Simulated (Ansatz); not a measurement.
# C: computed property card

C:
```
C
1.0
    9.05310     0.00000     0.00000
    0.00000     2.51596     0.00000
    0.00000     0.00000     4.14079
C
16
Cartesian
  7.33738   0.62899   2.89799
  4.33993   0.62899   3.76149
  6.29170   0.62899   1.76147
  0.33108   0.62899   3.85660
  6.24227   1.88697   0.82760
  0.18663   1.88697   1.69109
  7.28795   1.88697   3.83187
  4.19547   1.88697   1.78620
  1.71572   1.88697   1.24280
  4.71318   1.88697   0.37930
  2.76140   1.88697   2.37931
  8.72203   1.88697   0.28419
  2.81083   0.62899   3.31319
  8.86648   0.62899   2.44969
  1.76515   0.62899   0.30892
  4.85763   0.62899   2.35458
```

Space group Pnma (No. 62); conventional cell a = 9.0531 Å, b = 2.5160 Å, c = 4.1408 Å, α = 90.00°, β = 90.00°, γ = 90.00°.

Method: the program Ansatz at the r²SCAN level (PAW). The cell and atoms are relaxed at this level. Other levels are named where they apply.

Cell and energy:

```json
{
 "volume_per_atom": "5.89 Å³",
 "density": "3.38 g/cm³"
}
```

Electronic structure:

```json
{
 "band_gap": "4.53 eV (indirect)",
 "valence_band_maximum": "at Γ",
 "conduction_band_minimum": "at U (k = 0.500, 0.000, 0.500)",
 "smallest_direct_gap_on_the_standard_path": "5.05 eV",
 "hole_effective_mass": "0.25, 0.74, 1.0 mₑ (principal values)",
 "HSE06 gap on the r²SCAN cell": "5.56 eV"
}
```

Mechanics:

```json
{
  "Bulk modulus (Birch–Murnaghan fit)": "415 GPa",
  "Pressure derivative B′": "3.7",
  "Elastic constants (relaxed ions, GPa)": "C11 = 923, C22 = 1130, C33 = 1090, C12 = 52.3, C13 = 171, C23 = 82.5, C44 = 552, C55 = 482, C66 = 415",
  "mechanical_stability": "stable (all eigenvalues of C positive)",
  "hill_bulk_and_shear_moduli": "417 and 476 GPa",
  "Young's modulus": "1030 GPa",
  "Poisson's ratio": "0.09",
  "debye_temperature_from_the_elastic_constants": "2130 K"
}
```

The start of the workflow was typed in or built on a structure type; neither database checked (COD, Materials Project) lists it. It is not the phase usual at ambient conditions (space group No. 194, 227). The r²SCAN relaxation kept the symmetry of its start; whether a distortion lowers the energy is not shown.

Potentials: the earlier of the program's two PAW sets.
